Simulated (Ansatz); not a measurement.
A relaxed cell of W (Im-3m (No. 229)), relaxed on a k-mesh at least as fine as the one used below. Level of theory: r2SCAN (plane waves to 500 eV, PAW, scalar-relativistic; Ansatz, a first-principles code). Γ-centred k-mesh 7×14×14 on the run's cell (coarser than for final values), Fermi–Dirac smearing 0.05 eV.

```
W
1.0
   -3.16984     3.16984     3.16984
    1.58492    -1.58492     1.58492
    1.58492     1.58492    -1.58492
W
2
Direct
  0.00000   0.00000   0.00000
  0.50000   0.00000   0.00000
```

The atoms are displaced by (Å):

```tsv
atom	ux	uy	uz
W1	0.043	0.086	-0.014
W2	-0.064	-0.009	0.041
```

Q: What forces (eV/Å) and pressure result?

A: 
```
atom     Fx     Fy     Fz
----  -----  -----  -----
W1    -0.58  -0.93   0.23
W2     0.58   0.93  -0.23
```

Pressure +1.1 GPa.

Q: Estimate the energy cost of the displacement in the harmonic approximation and compare with the calculation.

A: For a harmonic well ΔE = −½ Σ F·u = 0.082 eV a cell, or 41 meV/atom. The calculated energy relative to the undisplaced cell is +0.04 eV/atom, so the harmonic estimate holds well.

No spin polarisation in the result.

The run that gave the undisplaced cell could not lose the symmetry of its start; a randomly shaken copy of 2 atoms returns to this structure.
